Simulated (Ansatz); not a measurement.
GeSb4Te7:
```
GeSb4Te7
1.0
    4.27305     0.00000     0.00000
   -2.13653     3.70057     0.00000
    0.00000     0.00000    24.25439
Ge Sb Te
1 4 7
Cartesian
  0.00000   0.00000  12.12720
  2.13653   1.23352  22.27019
  0.00000   2.46705   1.98420
  0.00000   2.46705   8.44579
  2.13653   1.23352  15.80860
  0.00000   2.46705  20.56947
  2.13653   1.23352   3.68492
  0.00000   0.00000  17.50336
  0.00000   0.00000   6.75103
  2.13653   1.23352  10.45023
  0.00000   2.46705  13.80416
  0.00000   0.00000   0.00000
```

Relaxed with r²SCAN+D4.

### Question
Map the electron localisation function on the plane through (0.000, 0.000, 0.500) spanned by u = [0, 0, 1] and v = [1, -1, 0] in lattice vectors, from DFT-r²SCAN+D4 in the program Ansatz with PAW potentials.

### Answer
x is the fraction of u, y of v (the angle between them is 90°; rows are the nearest grid lines); atoms in the plane: Ge at (0.00, 0.00), Sb at (0.42, 0.67), Sb at (0.58, 0.33), Sb at (0.85, 0.33), Sb at (0.15, 0.67), Te at (0.35, 0.33), Te at (0.65, 0.67), Te at (0.22, 0.00), Te at (0.78, 0.00), Te at (0.93, 0.67).
```
|@:=   -+.*=#.    :*::*:    .#=*.+-   =:@|
| --   :+: +#.    .*--*.    .#+ :+:   -- |
|:=-   :*=:+#     .*+=*. ... #+:=*:  .-=:|
|==.  :=**+#+   .:-=**= .=*+.-#+++. =*++=|
|=-. .-=*#*#-   :-==**- :**#:.#**- .***+=|
|:   :=--++=   .---=--  =++** -+-. =*++*:|
|:   =- :-.    .-. =-  .+= =#:     *+ -*:|
|-   =: .-.    .-  -=  .+- :#-    .*= .+-|
|-   =: .-.    .-  -=  .+: :#-    .*=  +-|
|:   =- :-.    .-. --  .+- -#:    .*= .*:|
|. ::==---    --=--=:  :*+=+#.    .++=+*.|
| :**+==-:   =##*+==. :=+#*#*   .-==***= |
| =***==-.   *#*#+=: .==+*##=   :-==+**: |
|.*+=++.    .#+=+*:  :=--=--    ---==:: .|
|:*. =*.    :#- -+.  -- .-.    .-: -=   :|
|-+  =*.    -#: :+.  =-  -.    .-. :=   -|
|-+. =*.    -#: -+.  =-  -.    .-. :=   -|
|:*- +*     :#= =+.  -= .-.    .-: -=   :|
|:*++*= .-+- **++=  --=---.   =++--=:   :|
|=+***. -**#.:#**: -**==-:   -#*#*=-. .-=|
|=++*= .+++#-.+*=. =**=-:.   +#+**=:  .==|
|:=-.  :*=:+# ... .*=+*.     #+:=*:   -=:|
| --   :+: +#.    .*--*.    .#+ :+:   -- |
|@:=   -+.*=#.    :*::*:    .#=*.+-   =:@|
```
Scale: ten equal steps from 0.000 (start of ' ') to 0.947 (end of '@'), in the order ' .:-=+*#%@'; x runs from 0.000 to 1.00, y from 0.000 (bottom) to 1.00 (top).

The density is the valence pseudo-density with augmentation charge, so density and ELF within about 1 Å of a nucleus are not all-electron values.

Space group P-3m1. The first step of the workflow began from a Materials Project structure, measured or hypothetical; the Crystallography Open Database copy checked does not list it. Whether it is the stable phase at ambient conditions was not checked. The r²SCAN+D4 relaxation kept the symmetry of its start; whether a distortion lowers the energy is not shown. Spin–orbit coupling is left out wherever it is not named.

Potentials: the later of the program's two PAW sets.
